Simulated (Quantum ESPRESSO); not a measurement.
# Si3AlC3N: input and log of a self-consistent run

Simulated, not a measurement. The program is pw.x of Quantum ESPRESSO 7.5 (plane-wave density functional theory). The cell is made up: 8 atoms on a wurtzite lattice, with randomly drawn elements, strain and displacements, not relaxed. PseudoDojo standard norm-conserving files (v0.5 for PBE, v0.4.1 for LDA and PBEsol) set the functional; there is no spin polarisation, spin-orbit coupling or dispersion term, and the masses in the input are unused placeholders.

Input:

```
&control calculation='scf', pseudo_dir='./dojo.nc.sr.pbe.v0_5.standard.upf', outdir='./o', disk_io='medium', tprnfor=.true., tstress=.true. /
&system ibrav=0, nat=8, ntyp=4, nbnd=22, ecutwfc=84.00895049, nosym=.true., tot_charge=0,
 occupations='smearing', smearing='fd', degauss=0.0018374661
/
&electrons conv_thr=7.350e-09, electron_maxstep=60, /
ATOMIC_SPECIES
Al 1.0 Al.upf
C 1.0 C.upf
N 1.0 N.upf
Si 1.0 Si.upf
CELL_PARAMETERS angstrom
3.2146 0.0106 0.0066
0.0183 5.5134 -0.0037
0.0107 -0.0035 5.2849
ATOMIC_POSITIONS angstrom
Si -0.0322 0.0595 -0.0829
Al 1.6635 2.705 0.1656
Si 1.5793 0.9004 2.6926
Si 0.1111 3.6969 2.781
C 0.0131 0.0655 1.9408
C 1.5884 2.6637 2.0751
C 1.6567 1.0277 4.6776
N -0.0478 3.5362 4.4896
K_POINTS automatic
5 4 4 1 1 1
```

The log is shortened where brackets say so; the opening notice, blank lines, dates and the lines on written files are dropped, and the path of the files is cut. It prints rydbergs, bohrs and kilobars, and counts compression as positive stress. With no partly filled state, the Fermi energy that it prints is only some level between the filled and the empty states on the mesh, and need not lie in the true gap.

```
     Program PWSCF v.7.5
     Parallel version (MPI & OpenMP), running on       1 processor cores
     Number of MPI processes:                 1
     Threads/MPI process:                     1
     [start-up lines left out]
     bravais-lattice index     =            0
     lattice parameter (alat)  =       6.0748  a.u.
     unit-cell volume          =     632.0815 (a.u.)^3
     number of atoms/cell      =            8
     number of atomic types    =            4
     number of electrons       =        32.00
     number of Kohn-Sham states=           22
     kinetic-energy cutoff     =      84.0090  Ry
     charge density cutoff     =     336.0358  Ry
     scf convergence threshold =      7.3E-09
     mixing beta               =       0.7000
     number of iterations used =            8  plain     mixing
     Exchange-correlation= PBE
                           (   1   4   3   4   0   0   0)
     [axes and pseudopotential details left out]
   Cartesian axes
     site n.     atom                  positions (alat units)
         1        Si     tau(   1) = (  -0.0100167   0.0185092  -0.0257884  )
         2        Al     tau(   2) = (   0.5174788   0.8414669   0.0515146  )
         3        Si     tau(   3) = (   0.4912860   0.2800949   0.8376096  )
         4        Si     tau(   4) = (   0.0345608   1.1500255   0.8651089  )
         5        C      tau(   5) = (   0.0040751   0.0203756   0.6037409  )
         6        C      tau(   6) = (   0.4941168   0.8286194   0.6455187  )
         7        C      tau(   7) = (   0.5153635   0.3196952   1.4551001  )
         8        N      tau(   8) = (  -0.0148695   1.1000353   1.3966173  )
     number of k points=    40  Fermi-Dirac smearing, width (Ry)=  0.0018
                       cart. coord. in units 2pi/alat
        k(    1) = (   0.0996056   0.0726024   0.0758796), wk =   0.0500000
        k(    2) = (   0.0992930   0.0727055   0.2279468), wk =   0.0500000
     [further k points left out]
     Dense  grid:    65717 G-vectors     FFT dimensions: (  36,  64,  60)
     Estimated max dynamical RAM per process >      75.68 MB
     Initial potential from superposition of free atoms
     starting charge      31.9956, renormalised to      32.0000
     Starting wfcs are   32 randomized atomic wfcs
     total cpu time spent up to now is       10.8 secs
     per-process dynamical memory:    59.2 Mb
     Self-consistent Calculation
     iteration #  1     ecut=    84.01 Ry     beta= 0.70
     Davidson diagonalization with overlap
     ethr =  1.00E-02,  avg # of iterations =  3.1
     total cpu time spent up to now is       32.4 secs
     total energy              =     -86.17129999 Ry
     estimated scf accuracy    <       1.97751952 Ry
     iteration #  2     ecut=    84.01 Ry     beta= 0.70
     Davidson diagonalization with overlap
     ethr =  6.18E-03,  avg # of iterations =  2.0
     total cpu time spent up to now is       52.4 secs
     total energy              =     -86.65828046 Ry
     estimated scf accuracy    <       1.76605892 Ry
     iteration #  3     ecut=    84.01 Ry     beta= 0.70
     Davidson diagonalization with overlap
     ethr =  5.52E-03,  avg # of iterations =  2.0
     total cpu time spent up to now is       73.4 secs
     total energy              =     -86.97381740 Ry
     estimated scf accuracy    <       0.09629304 Ry
     iteration #  4     ecut=    84.01 Ry     beta= 0.70
     Davidson diagonalization with overlap
     ethr =  3.01E-04,  avg # of iterations =  3.0
     total cpu time spent up to now is       96.3 secs
     total energy              =     -86.99946952 Ry
     estimated scf accuracy    <       0.00416595 Ry
     iteration #  5     ecut=    84.01 Ry     beta= 0.70
     Davidson diagonalization with overlap
     c_bands:  1 eigenvalues not converged
     ethr =  1.30E-05,  avg # of iterations = 11.5
     total cpu time spent up to now is      124.7 secs
     total energy              =     -87.00118029 Ry
     estimated scf accuracy    <       0.00410837 Ry
     [iterations 6 to 8 left out]
     iteration #  9     ecut=    84.01 Ry     beta= 0.70
     Davidson diagonalization with overlap
     ethr =  2.25E-08,  avg # of iterations =  4.3
     total cpu time spent up to now is      203.7 secs
     total energy              =     -87.00148716 Ry
     estimated scf accuracy    <       0.00000383 Ry
     iteration # 10     ecut=    84.01 Ry     beta= 0.70
     Davidson diagonalization with overlap
     ethr =  1.20E-08,  avg # of iterations =  1.1
     total cpu time spent up to now is      219.6 secs
     total energy              =     -87.00148678 Ry
     estimated scf accuracy    <       0.00000140 Ry
     iteration # 11     ecut=    84.01 Ry     beta= 0.70
     Davidson diagonalization with overlap
     ethr =  4.38E-09,  avg # of iterations =  2.0
     total cpu time spent up to now is      236.7 secs
     total energy              =     -87.00148708 Ry
     estimated scf accuracy    <       0.00000004 Ry
     iteration # 12     ecut=    84.01 Ry     beta= 0.70
     Davidson diagonalization with overlap
     ethr =  1.24E-10,  avg # of iterations =  4.0
     total cpu time spent up to now is      259.4 secs
     total energy              =     -87.00148710 Ry
     estimated scf accuracy    <       0.00000003 Ry
     iteration # 13     ecut=    84.01 Ry     beta= 0.70
     Davidson diagonalization with overlap
     ethr =  1.04E-10,  avg # of iterations =  1.8
     total cpu time spent up to now is      275.2 secs
     End of self-consistent calculation
          k = 0.0996 0.0726 0.0759 (  8205 PWs)   bands (ev):
    -7.7272  -5.2992  -3.5578  -2.4059   0.4012   0.7336   2.1854   2.8866
     4.2561   5.2538   5.4719   6.0449   6.2901   6.9981   7.4222   7.6953
    11.0353  11.4551  11.7021  12.9964  13.7965  14.0600
     [levels at the other k points left out]
     the Fermi energy is     8.5746 ev
!    total energy              =     -87.00148709 Ry
     estimated scf accuracy    <          4.8E-09 Ry
     smearing contrib. (-TS)   =      -0.00000000 Ry
     internal energy E=F+TS    =     -87.00148709 Ry
     The total energy is F=E-TS. E is the sum of the following terms:
     one-electron contribution =      10.26819800 Ry
     hartree contribution      =      13.69680587 Ry
     xc contribution           =     -30.50419480 Ry
     ewald contribution        =     -80.46229616 Ry
     convergence has been achieved in  13 iterations
     Forces acting on atoms (cartesian axes, Ry/au):
     atom    1 type  4   force =     0.03180702   -0.01983398    0.04911081
     atom    2 type  1   force =    -0.02043318    0.09425482   -0.04409014
     atom    3 type  4   force =     0.02773077    0.02861696   -0.01896574
     atom    4 type  4   force =    -0.04328787   -0.05081924   -0.12518931
     atom    5 type  2   force =    -0.01436468   -0.06680138    0.04250747
     atom    6 type  2   force =     0.02370472    0.09256940    0.06201598
     atom    7 type  2   force =    -0.03826863   -0.18518423   -0.08043783
     atom    8 type  3   force =     0.03311185    0.10719766    0.11504875
     Total force =     0.353049     Total SCF correction =     0.000024
     Computing stress (Cartesian axis) and pressure
          total   stress  (Ry/bohr**3)                   (kbar)     P=     -123.69
  -0.00118070  -0.00008799  -0.00008972         -173.69      -12.94      -13.20
  -0.00008799  -0.00062303   0.00006469          -12.94      -91.65        9.52
  -0.00008972   0.00006469  -0.00071878          -13.20        9.52     -105.74
     init_run     :     10.22s CPU     10.67s WALL (       1 calls)
     electrons    :    249.53s CPU    264.39s WALL (       1 calls)
     forces       :      3.78s CPU      3.86s WALL (       1 calls)
     stress       :     14.17s CPU     14.27s WALL (       1 calls)
     [timing details left out]
     PWSCF        :   4m38.02s CPU   4m54.49s WALL
     JOB DONE.
```

In other units: free energy -1183.716 eV for the cell, pressure -12.37 GPa, largest force component 4.761 eV/Å. A rerun of the same cell at another strain at 1437 eV and a 7 x 6 x 6 mesh moved values by no more than 0.016 eV in energy, 0.17 GPa in stress and 0.009 eV/Å in force.